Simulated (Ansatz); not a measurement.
**Pd4B and the effect of the functional**

The cell as given:

```xyz
5
Lattice="2.8920 0.0000 0.0000 0.0000 4.3650 0.0000 0.0000 0.0000 5.8563" Properties=species:S:1:pos:R:3 pbc="T T T"
Pd    1.4460    0.0000    1.1571
Pd    0.0000    0.0000    3.6278
Pd    0.0000    2.1825    1.9277
Pd    1.4460    2.1825    5.0807
B     1.4460    0.0000    5.0553
```

The cell comes from a database or a generator and needn't be the stable form of this composition.

Kept alike: task relaxation of cell and atoms; k mesh 9 × 6 × 5; occupations fermi-dirac, width 0.05 eV; no spin polarisation. Program: Ansatz, Ansatz PAW. Cutoffs run from 420 to 500 eV. The mesh is that of the run's cell of 5 atoms. No spin-orbit coupling.

```csv
functional,volume (Å³/atom),first edge of the run's cell (Å),third edge of the run's cell (Å)
LDA,13.601,2.764,5.766
PBE,14.672,2.859,5.881
PBEsol,13.981,2.793,5.813
r2SCAN,14.354,2.836,5.843
```

The relaxations keep at least the cell's symmetry (Pmm2). For a metal such a mesh leaves the last digits unconverged. Relaxations stop with a little pressure left, so the last digits of a volume or edge aren't settled. Ansatz's relaxations hold a Pulay term in the stress (up to 0.2 GPa here). All rows use potentials made for PBE.

The volume runs from 13.601 (LDA) to 14.672 Å³/atom (PBE). From PBE: LDA -1.071; PBEsol -0.691; r2SCAN -0.318. The first edge of the run's cell runs from 2.764 (LDA) to 2.859 Å (PBE). From PBE: LDA -0.095; PBEsol -0.066; r2SCAN -0.023. The third edge of the run's cell runs from 5.766 (LDA) to 5.881 Å (PBE). From PBE: LDA -0.115; PBEsol -0.068; r2SCAN -0.038.
